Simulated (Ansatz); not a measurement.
VBiO4 (scheelite type, space group I4_1/a), energy against volume

VBiO4 (scheelite type, space group I4_1/a)

```
CELL_PARAMETERS angstrom
     -2.56072     2.56072     5.81064
      2.56072    -2.56072     5.81064
      2.56072     2.56072    -5.81064
ATOMIC_POSITIONS crystal
  Bi 0.75000 0.25000 0.50000
  Bi 0.00000 0.00000 0.00000
  V  0.25000 0.75000 0.50000
  V  0.50000 0.50000 0.00000
  O  0.07979 0.96784 0.39016
  O  0.57768 0.68963 0.60984
  O  0.71784 0.82768 0.38805
  O  0.43963 0.32979 0.61195
  O  0.67021 0.28216 0.10984
  O  0.17232 0.56037 0.89016
  O  0.03216 0.42232 0.11195
  O  0.31037 0.92021 0.88805
```

This relaxed cell (volume V₀) is scaled evenly in all directions, its shape held. The atoms relax within the cell's symmetry.

Computed with r2SCAN (plane waves to 500 eV, PAW, scalar-relativistic; Ansatz, an electronic-structure program). k mesh 7×7×7 (Γ-centred), Fermi-Dirac smearing 0.05 eV. The energy includes the smearing's −TS. Compression counts positive. With the shape held, the modulus is that of even scaling; a crystal free to change shape is softer. Spin-orbit coupling is left out, though Bi is heavy. This is one of several known forms of VBiO4; the measured ambient cells at hand have space group No. 15 or 60. VBiO4 is run without spin polarisation. VBiO4 was relaxed with its symmetry unable to fall. The zero of ΔE is the relaxed starting cell.

```csv
V (Å³/atom),ΔE (meV/atom),P (GPa)
11.431,67.8,18.8
11.642,45.6,14.9
11.854,28.3,11.4
12.066,15.4,8.1
12.277,6.6,5.2
12.489,1.6,2.5
12.701,0.0,0.0
12.912,1.5,-2.3
13.124,5.9,-4.3
13.336,12.8,-6.2
13.547,22.1,-7.9
13.759,33.5,-9.4
13.971,46.9,-10.8
```

Derived quantities:

| Quantity | Value |
|---|---|
| Pressure at the smallest volume | 18.8 GPa |
| Energy cost of the largest compression | 67.8 meV/atom |
| Energy cost of the largest expansion | 46.9 meV/atom |
| Bulk modulus at fixed cell shape B₀ (third-order Birch-Murnaghan fit) | 141 GPa |
| Pressure derivative B₀′ (fit) | 4.5 |
| Equilibrium volume of the fit | 12.70 Å³/atom |
| Pressure for 5 % compression (fit) | 8.1 GPa |

The 13 points together took about 50 core-minutes (a rough figure).

(Under strain, the slope of the energy per volume gives the stress and its curvature an elastic modulus.)
